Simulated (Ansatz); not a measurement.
CdS (rock salt, space group No. 225) at seven volumes, r²SCAN in the plane-wave PAW code Ansatz, scaled uniformly. One row is withheld.

```
V (Å³/atom)  P (GPa)
-----------  -------
18.449          9.65
19.057          5.88
19.665          2.69
20.273          0.00
20.882         -2.27
21.490             ?
22.098         -5.82
```

**Question.** Fit the shown pressures and predict the withheld one.

**Answer.** P = (3/2)B₀(x^(7/2) − x^(5/2))[1 + (3/4)(B′ − 4)(x − 1)] with x = (V₀/V)^(2/3). Least squares on the six rows gives V₀ = 20.274 Å³/atom, B₀ = 82.3 GPa, B′ = 4.60. At V = 21.490, x = 0.9619 and P = -4.19 GPa. The run itself gave -4.19 GPa.

Space group Fm-3m (rock salt). This is a known high-pressure phase of the composition, computed here at zero pressure and temperature. The cell was relaxed with r²SCAN under the symmetry of its start; phonons on a q-mesh show no instability.

Potentials: the later of the program's two PAW sets.
